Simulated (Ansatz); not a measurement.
**Computed properties of CaGa2**

CaGa2:
Space group P6₃/mmc (No. 194); a = b = 4.4432 Å, c = 7.3653 Å, α = β = 90.00°, γ = 120.00°

```
atom  site  symmetry       x       y       z
----  ----  --------  ------  ------  ------
Ca      2b      -6m2  0.0000  0.0000  0.2500
Ga      4f       3m.  0.3333  0.6667  0.0437
```

Space group P6_3/mmc (No. 194); conventional cell a = 4.4432 Å, b = 4.4432 Å, c = 7.3653 Å, α = 90.00°, β = 90.00°, γ = 120.00°.

Method: r²SCAN in the plane-wave PAW code Ansatz. The cell and atoms are relaxed at this level. Other levels are named where they apply.

### Cell and energy

- Volume per atom = 20.99 Å³
- Density = 4.73 g/cm³
- Formation energy from the elements (no fitted shifts) = -0.60 eV/atom

### Electronic structure

- Electronic character: metallic (no gap)
- Density of states at the Fermi level: 0.08 states/eV per atom (mean over ±0.08 eV)

The first step of the workflow began from a Materials Project structure, measured or hypothetical; the Crystallography Open Database copy checked does not list it. Whether it is the stable phase at ambient conditions was not checked. The cell was relaxed with r²SCAN under the symmetry of its start; whether a distortion lowers the energy is not shown. Axis ratios of metals converge slowly with the k-mesh, so a and c are less sure than the volume. The references are the lowest solids computed at this level, not always the standard phases. Spin–orbit coupling is left out wherever it is not named.

Potentials: the later of the program's two PAW sets.
